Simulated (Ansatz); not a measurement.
Ta$_{2}$N:
```
CELL_PARAMETERS angstrom
      3.07496     0.00000     0.00000
     -1.53748     2.66299     0.00000
      0.00000     0.00000     4.89141
ATOMIC_POSITIONS crystal
  N  0.00000 0.00000 0.00000
  Ta 0.33333 0.66667 0.25650
  Ta 0.66667 0.33333 0.74350
```

This is the r²SCAN-relaxed structure.

Question: All from r²SCAN (plane waves, PAW; program Ansatz), unless another level is named. Give the electronic character.

Answer: metallic (no gap).

Question: Next, the density of states at the Fermi level?

Answer: 0.36 states/eV per atom (mean over ±0.08 eV).

Question: Give the formation energy from the elements (no fitted shifts).

Answer: -0.91 eV/atom.

Question: Give the gap with spin–orbit coupling.

Answer: none (metallic).

Space group P-3m1 (anti-CdI2 type). Symmetry was held in the r²SCAN relaxation; of distortions, only those at the zone centre were tested. The run is not spin-polarised. The volume moved by 19 % from the start of the relaxation. With an odd number of electrons in the cell and no spin polarisation, the count alone makes it a metal. The references are the lowest solids computed at this level, not always the standard phases (solids in place of the gases). Scalar-relativistic: spin–orbit coupling is off unless named, which matters more the heavier the elements.

Potentials: the later of the program's two PAW sets.
